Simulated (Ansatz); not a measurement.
The cell is COD entry 1539387, as deposited and not checked against the literature; nothing was relaxed. The listed cell was then made from it by scaling, straining or moving an atom.

An input for ScIn$_{3}$: DFT, PBEsol, PAW with Ansatz's default frozen-core files, scalar-relativistic (Ansatz 0.2.0). The PAW files were made with PBE; their cores are remade for this functional.

Command: `ansatz run input.yaml --threads 1 --pin off --max-ram 4096MiB --backend cpu --events-out ev --progress --plain --runs-dir out` The run took 12 s on 1 thread of Arm Neoverse V1 (shared host), peak memory 0.45 GiB.

```yaml
crystal:
  lattice:
    - [4.4300662122, 0.0, 0.0]
    - [0.0, 4.4300662122, 0.0]
    - [0.0, 0.0, 4.4300662122]
  atoms:
    - { symbol: Sc, position: [0.0, 0.0, 0.0] }
    - { symbol: In, position: [0.0, 0.5, 0.5] }
    - { symbol: In, position: [0.5, 0.0, 0.5] }
    - { symbol: In, position: [0.5, 0.5, 0.0] }
kpoints:
  mp_grid: { grid: [8, 8, 8] }
scf:
  occupations: { method: fermi_dirac, width: 0.08 }
hamiltonian:
  xc: pbesol
  pseudopotentials: { kind: paw }
output:
  forces: true
  stress: true
  eigenvalues: true
  efg: { contact_densities: true }
  write_density: true
  write_potential: true
  elf: true
  volumetric_format: npy
```

The results part of the log:

```
SCF 1 converged in 7 iterations: F = -18689.100063 eV  dr2 = 1.28e-8
  greatest PAW one-centre occupation: 0.998 electrons in one spin orbital (limit 2), on the Sc atom at site 0 (counted from 0), in its partial waves of l = 0
SCF converged after 7 iterations
Free energy (F): -18689.100063 eV
Harris-Foulkes:  -18689.100063 eV  (|F-HF|=4.17e-9)
Internal energy: -18689.063917 eV  (E = F + TS)
E sigma→0 (E₀):  -18689.081990 eV
Entropy (-TS):   -0.036146 eV (-9.036 meV/atom)
Fermi energy:    12.496468 eV
--- Per-component energies (eV) ---
  E_band       = -130.126711
  E_kinetic    = 995.010553
  E_local      = -3690.597927  (includes V_loc(G=0)·N_el)
  E_nonlocal   = 1186.904191
  E_hartree    = 1416.207759
  E_xc         = -748.211377
  E_vxc        = -433.939358  (∫ρ·V_xc dr)
  E_paw        = -13181.095588  (= ΣΔE_a)
  E_vpaw       = -1019.918271  (= ΣTr[D̂ρ^β])
  E_aug_tail   = 0.000082  (compensation charges beyond the density's cutoff)
  E_ewald      = -4668.118343
  E_core_change = 0.836733  (= ΣΔE_core)
  E_smearing   = -0.036146  (= −TS)
  E_closure    = 0.000000  (closes the sum)
  Σ components = -18689.100063   (vs F -18689.100063, Δ=0.00e0)
--- Forces (eV/Å), atoms counted from 1 ---
  atom   1  Sc    -0.00000000    -0.00000000     0.00000000
  atom   2  In     0.00000000     0.00000000    -0.00000000
  atom   3  In    -0.00000000    -0.00000000     0.00000000
  atom   4  In    -0.00000000     0.00000000    -0.00000000
  max |Σ_I F_I| component: 3.33e-29 eV/Å
--- Stress (GPa, compression-positive) ---
        1.054307       0.000000       0.000000
        0.000000       1.054307       0.000000
        0.000000       0.000000       1.054307
  P = ⅓ Tr σ = 1.0543 GPa (10.543 kbar)
--- PAW observables at the nuclei: V_zz in 10²¹ V/m², potentials from the cell's mean, atoms counted from 1 ---
  atom   1  Sc V_zz =    -0.000000   η = 0.0000   by run symmetry: forbidden
            electrostatic potential = -2373.494831 V   contact ρ = 48423.137182 e/Å³
  atom   2  In V_zz =   +10.345131   η = 0.0000   by run symmetry: allowed
            electrostatic potential = -7942.194159 V   contact ρ = 1131386.220000 e/Å³
  atom   3  In V_zz =   +10.345131   η = 0.0000   by run symmetry: allowed
            electrostatic potential = -7942.194159 V   contact ρ = 1131386.220000 e/Å³
  atom   4  In V_zz =   +10.345131   η = 0.0000   by run symmetry: allowed
            electrostatic potential = -7942.194159 V   contact ρ = 1131386.220000 e/Å³
--- Band table (eV; the first three rows and the last of 35) ---
  k-point 0: bands = ["-37.1130", "-15.8628", "-15.8628", "-15.8628", "-2.5935", "-2.5643", "-2.5643", "-2.5643", "-2.3131", "-2.3131", "-2.0804", "-2.0804", "-2.0804", "-1.9679", "-1.9679", "-1.7682", "-1.7351", "-1.7351", "-1.7351", "2.3662", "9.8976", "9.8976", "10.4453", "10.4453", "10.4453", "13.8803", "13.8803", "13.8803", "14.9819", "15.4482"]
  k-point 1: bands = ["-37.1129", "-15.8647", "-15.8629", "-15.8629", "-2.5710", "-2.5583", "-2.5380", "-2.5380", "-2.3069", "-2.2930", "-2.0865", "-2.0797", "-2.0797", "-1.9849", "-1.9674", "-1.7836", "-1.7699", "-1.7699", "-1.7351", "2.4955", "8.6199", "9.9961", "10.5235", "10.5235", "11.4812", "13.7926", "13.7926", "13.8811", "14.7440", "15.2329"]
  k-point 2: bands = ["-37.1128", "-15.8692", "-15.8630", "-15.8630", "-2.5430", "-2.5102", "-2.4620", "-2.4620", "-2.2910", "-2.2381", "-2.1019", "-2.0797", "-2.0797", "-2.0337", "-1.9666", "-1.8648", "-1.8648", "-1.8267", "-1.7350", "2.8810", "7.1192", "10.2951", "10.7160", "10.7160", "12.4180", "13.5758", "13.6632", "13.6632", "13.8831", "15.3005"]
  k-point 34: bands = ["-37.1120", "-15.8710", "-15.8710", "-15.8710", "-2.4203", "-2.4203", "-2.4203", "-2.4003", "-2.2934", "-2.2934", "-2.2934", "-2.0607", "-2.0607", "-2.0607", "-2.0045", "-2.0045", "-1.7775", "-1.7775", "-1.7775", "7.5496", "7.5496", "7.5496", "8.1840", "9.4035", "9.4035", "9.4035", "13.8887", "14.3882", "14.3882", "15.3621"]
```
